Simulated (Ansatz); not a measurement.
## Ta3Cu: changing the functional

The cell as given:

```cif
data_structure
_symmetry_space_group_name_H-M 'P 1'
_symmetry_Int_Tables_number 1
_cell_length_a 5.0755
_cell_length_b 5.0755
_cell_length_c 5.0755
_cell_angle_alpha 133.427
_cell_angle_beta 133.427
_cell_angle_gamma 67.985
_cell_volume 67.77
loop_
_atom_site_label
_atom_site_type_symbol
_atom_site_fract_x
_atom_site_fract_y
_atom_site_fract_z
_atom_site_occupancy
Ta1 Ta 0.50000 0.50000 0.00000 1
Ta2 Ta 0.25000 0.75000 0.50000 1
Ta3 Ta 0.75000 0.25000 0.50000 1
Cu1 Cu 0.00000 0.00000 0.00000 1
```

The cell comes from a database or a generator and needn't be the stable form of this composition.

Kept alike: task relaxation of cell and atoms; k mesh 7 × 7 × 7; occupations fermi-dirac, width 0.05 eV; no spin polarisation. Program: Ansatz, Ansatz PAW, cutoff 420 eV. The mesh is that of the run's cell of 4 atoms. No spin-orbit coupling.

| run | volume (Å³/atom) |
| --- | --- |
| A | 16.358 |
| B | 17.582 |
| C | 17.219 |
| D | 17.315 |

The relaxations keep at least the cell's symmetry (I4/mmm). For a metal such a mesh leaves the last digits unconverged. Relaxations stop with a little pressure left, so the last digits of a volume or edge aren't settled. All rows use potentials made for PBE.

Problem. The runs differ in the functional alone: BLYP; PBEsol; RPBE; revPBE. Which run is which?

Solution. Run A is PBEsol; run B is BLYP; run C is revPBE; run D is RPBE. The volume runs from 16.358 (PBEsol) to 17.582 Å³/atom (BLYP).
